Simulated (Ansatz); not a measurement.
This cell of CuPd (CsCl type) is off equilibrium:

```
CELL_PARAMETERS angstrom
      5.85952     0.00000     0.00000
      0.00000     2.92976     0.00000
      0.00000     0.00000     2.92976
ATOMIC_POSITIONS crystal
  Cu 0.02560 0.00000 0.00000
  Cu 0.47440 0.00000 0.00000
  Pd 0.25000 0.50000 0.50000
  Pd 0.75000 0.50000 0.50000
```

Calculation: LDA (plane waves to 420 eV, PAW, scalar-relativistic; Ansatz, a quantum-chemistry and plane-wave program). k mesh 8×16×16 (Γ-centred), Fermi-Dirac smearing 0.05 eV. Stress and pressure are positive under compression. With partly filled bands, energies and forces of such displacements shift with the k mesh and the smearing. CuPd is run without spin polarisation. CuPd was relaxed with its symmetry unable to fall.

### Question
What forces act on the atoms (eV/Å, Cartesian)?

### Answer
```csv
atom,Fx,Fy,Fz
Cu1,-1.522,0.000,0.000
Cu2,1.522,0.000,0.000
Pd3,0.000,0.000,0.000
Pd4,0.000,0.000,0.000
```

### Question
What is the stress tensor (GPa)?

### Answer
```
    1.6      0.0      0.0
    0.0      3.4      0.0
    0.0      0.0      3.4
```
The pressure, a third of the trace, is 2.8 GPa.

(For displaced atoms, the force is minus the slope of the energy, and its curvature is a force constant, which sets phonon frequencies.)
